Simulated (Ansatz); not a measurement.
Q: Each is relaxed and computed with PBE in the plane-wave PAW code Ansatz. Which is the only one with a gap?
A) BaS, rock salt
B) BP, rock salt
C) SiW, rock salt
D) TaSi, rock salt

A: A, BaS, rock salt. BaS: gap 2.23 eV (indirect); SiW: metal; BP: metal; TaSi: metal. Constructed cells (a structure type filled with these elements, in neither database checked): SiW, rock salt; TaSi, rock salt. Typed or built starts, not in the databases checked: BP, rock salt. Not the usual ambient phase: BP, rock salt. All cells were relaxed under the symmetry of their starts (and spin orders); stability against distortions was not tested throughout. Rows with no word on spin ran without spin polarisation. Spin–orbit coupling is left out wherever it is not named.

Potentials: the later of the program's two PAW sets.
